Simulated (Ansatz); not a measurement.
All numbers below come from DFT PBE, scalar-relativistic, plane waves, PAW in Ansatz 0.2.0. Settings: cutoff 420 eV, Γ-centred meshes spaced at most about 0.3 Å⁻¹, and about 0.25 Å⁻¹ or finer for metals (2π included), Gaussian smearing. No spin polarisation in the final relaxations.

Each of these unrelaxed guesses is relaxed in cell and atoms within its symmetry. A guess keeps its type if space group and coordination stay and the shape of the cell changes little (axis ratios within about 15 %, angles within 6°); the volume may change.

1. Na3GaC

Space group P6_3/mmc (No. 194). a = 7.143 Å, b = 7.143 Å, c = 6.000 Å, α = 90.00°, β = 90.00°, γ = 120.00°
```
atom  site  symmetry       x       y       z
  Na    6h       mm2  0.8333  0.6667  0.7500
  Ga    2d      -6m2  0.3333  0.6667  0.7500
   C    2a      -3m. 0.0000  0.0000  0.0000
```

2. ScIn3Rh

Space group P6/mmm (No. 191). a = 5.831 Å, b = 5.831 Å, c = 4.533 Å, α = 90.00°, β = 90.00°, γ = 120.00°
| atom | site | symmetry | x | y | z |
| --- | --- | --- | --- | --- | --- |
| Sc | 1b | 6/mmm | 0.0000 | 0.0000 | 0.5000 |
| In | 3f | mmm | 0.5000 | 0.0000 | 0.0000 |
| Rh | 1a | 6/mmm | 0.0000 | 0.0000 | 0.0000 |

3. Sn4Se3S

Space group P4/mmm (No. 123). a = 4.273 Å, b = 4.273 Å, c = 12.086 Å, α = 90.00°, β = 90.00°, γ = 90.00°
```json
{"atom": "Sn", "site": "2g", "symmetry": "4mm", "x": "0.0000", "y": "0.0000", "z": "0.7500"}
{"atom": "Sn", "site": "1c", "symmetry": "4/mmm", "x": "0.5000", "y": "0.5000", "z": "0.0000"}
{"atom": "Sn", "site": "1d", "symmetry": "4/mmm", "x": "0.5000", "y": "0.5000", "z": "0.5000"}
{"atom": "Se", "site": "2h", "symmetry": "4mm", "x": "0.5000", "y": "0.5000", "z": "0.2500"}
{"atom": "Se", "site": "1b", "symmetry": "4/mmm", "x": "0.0000", "y": "0.0000", "z": "0.5000"}
{"atom": "S", "site": "1a", "symmetry": "4/mmm", "x": "0.0000", "y": "0.0000", "z": "0.0000"}
```

Question: Which guesses survive the relaxation?

Answer: Guesses 2 and 3 keep their type.

```csv
guess,kept,start group,end group,V start (Å³/atom),V end,"b/a and c/a, end over start",nearest neighbours start,nearest neighbours end
1,no,P6_3/mmc,P6_3/mmc,26.5,25.0,"1.00, 0.32","C 6, Ga 12, Na 2","C 2, Ga 8, Na 4"
2,yes,P6/mmm,P6/mmm,26.7,27.6,"1.00, 1.09","In 6, Rh 2, Sc 2","In 6, Rh 2, Sc 2"
3,yes,P4/mmm,P4/mmm,27.6,27.2,"1.00, 1.00","S 6, Se 6, Sn 6","S 6, Se 6, Sn 6"
```

Neighbours count within 15 % of an atom's shortest distance; end groups are read at 0.02 Å (0.05 Å in metals).

A magnetic state wasn't ruled out in cells without spin, among them Na3GaC P6_3/mmc. Cells relaxed within their symmetry can be saddle points.
